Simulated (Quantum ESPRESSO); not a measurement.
Rb2Te is taken in the cubic space group Fm-3m (No. 225), the anti-fluorite structure, Pearson symbol cF12. Cell: a = b = c = 8.430 Å, α = β = γ = 90.00°. Rb on 8c sees 4 Te at 3.650 Å (tetrahedral). Te on 4a is coordinated by 8 Rb at 3.650 Å (cubic). (Neighbours: up to the widest gap in distance over summed covalent radii, below 1.35, at either atom; cation-cation contacts left out.)
(The calculation used a cell of 3 atoms; values per cell refer to that cell.)

Cell and atoms were relaxed with PBEsol from Materials Project entry mp-441, within its symmetry.

Problem. What does norm-conserving PBEsol (Quantum ESPRESSO, 80 Ry, with spin-orbit coupling) give for the electronic structure near the Fermi level?

Solution. The PBEsol gap is indirect, 1.71 eV, from X to Γ; the smallest direct gap is 1.95 eV. 

The structure is a Materials Project entry; no match was found in the copy of COD used, and its stability was not checked.
